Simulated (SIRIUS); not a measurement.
Worked example: self-consistent single point of ScAl3 (Pm-3m, 4 atoms in the cell; from Materials Project mp-2121, changed as shown) in SIRIUS.

Level of theory: PBE, SSSP 1.1.2 efficiency PBE pseudopotentials (plane waves; SIRIUS 7.12.0).

The change in words: lattice scaled by 0.98. Reference geometry (Pm-3m):
```
ScAl3
1.0
    4.08781     0.00000     0.00000
    0.00000     4.08781     0.00000
    0.00000     0.00000     4.08781
Sc Al
1 3
Direct
  0.00000   0.00000   0.00000
  0.50000   0.00000   0.50000
  0.00000   0.50000   0.50000
  0.50000   0.50000   0.00000
```

Reference input (self-consistent single point, DFT, PBE, plane waves, SSSP 1.1.2 efficiency PBE pseudopotentials): parameters.ngridk = 12 12 12; parameters.xc_functionals = [XC_GGA_X_PBE, XC_GGA_C_PBE]; parameters.gk_cutoff = 8.062 1/bohr; parameters.pw_cutoff = 25.496 1/bohr; parameters.smearing = fermi_dirac; parameters.smearing_width = 0.00367493 Ha; potentials = SSSP 1.1.2 efficiency PBE pseudopotentials; parameters.electronic_structure_method = pseudopotential; parameters.num_bands = 14; parameters.num_mag_dims = 0; parameters.num_dft_iter = 100; parameters.energy_tol = 1e-07 Ha. This run's input differs from it in these lines:

```diff
@@ -32,7 +32,7 @@
     "lattice_vectors": [
-      [1.0000000452, 0.0, 0.0],
-      [0.0, 1.0000000452, 0.0],
-      [0.0, 0.0, 1.0000000452]
+      [0.9999999869, 0.0, 0.0],
+      [0.0, 0.9999999869, 0.0],
+      [0.0, 0.0, 0.9999999869]
     ],
-    "lattice_vectors_scale": 7.724841,
+    "lattice_vectors_scale": 7.570345,
     "atom_coordinate_units": "A",
@@ -48,5 +48,5 @@
       "Al": [
-        [2.043905, 0.0, 2.043905],
-        [0.0, 2.043905, 2.043905],
-        [2.043905, 2.043905, 0.0]
+        [2.003027, 0.0, 2.003027],
+        [0.0, 2.003027, 2.003027],
+        [2.003027, 2.003027, 0.0]
       ]
```

Log, with long lists cut:

```
[find] density tolerance         : 1e-06
[find] total energy tolerance    : 1e-07
[find] iter_solver_tol (initial) : 0.01
[find] iter_solver_tol (target)  : 1e-13
[find] num_dft_iter              : 100
Charges and magnetic moments
--------------------------------------------------------------------------------
total charge          : 20.000000
[find] | SCF iteration   0 out of 100|
[diagonalize] iterative solver tolerance (occupied, empty): 0.01 0.01
[diagonalize] average number of iterations: 2
[find] Charges and magnetic moments
[find] total charge          : 20.000000
[find] Energy
[find] smearing (-TS)                 :      -0.00133835
   [... lines left out ...]

[find] Charges and magnetic moments
[find] total charge          : 20.000000
[find] Energy
[find] smearing (-TS)                 :      -0.00147235
[find] Total energy                   :    -105.24692581 (Ha),    -210.49385162 (Ry)
[find] Free energy (E-TS)             :    -105.24839816 (Ha),    -210.49679632 (Ry)
[find] band gap (eV)                  :       0.00000000
[find] Efermi                         :       0.36661563
[find] iteration : 26, RMS (target) : 6.1656e-07 (1.0000e-06) , energy difference (target) : -4.7881e-09 (1.0000e-07)
[find] bands are converged : false
[find] iterative solver converged : false
[find] converged after 27 SCF iterations!
[find] Charges and magnetic moments
[find] total charge          : 20.000000
[find] Energy
[find] smearing (-TS)                 :      -0.00147235
[find] Total energy                   :    -105.24692581 (Ha),    -210.49385162 (Ry)
[find] Free energy (E-TS)             :    -105.24839816 (Ha),    -210.49679632 (Ry)
[find] band gap (eV)                  :       0.00000000
[find] Efermi                         :       0.36661563
[ground_state] === stress tensor components [kbar] ===
[ground_state] === stress_total ===
[ground_state]   -74.619984   -0.000000   -0.000000
[ground_state]    -0.000000  -74.619984    0.000000
[ground_state]    -0.000000    0.000000  -74.619984
[ground_state] ==== total Forces in Ha/bohr =====
[ground_state] atom:    0, force:       0.0000000      0.0000000      0.0000000
   [... zero for the other atoms too ...]
```

The run converged in 27 iterations. SIRIUS prints the stress tensor with tension positive. Against the reference run the free energy goes up by 26.2 meV/atom and the pressure goes from 1.20 to 7.46 GPa.

The structure comes from a collection of computed structures, made at another level of theory; the collection holds predicted forms beside known ones.

Cost on one core: very roughly 6 core-minutes.

The gap that the log prints is read on the run's mesh, which can miss the band edges or a crossing.
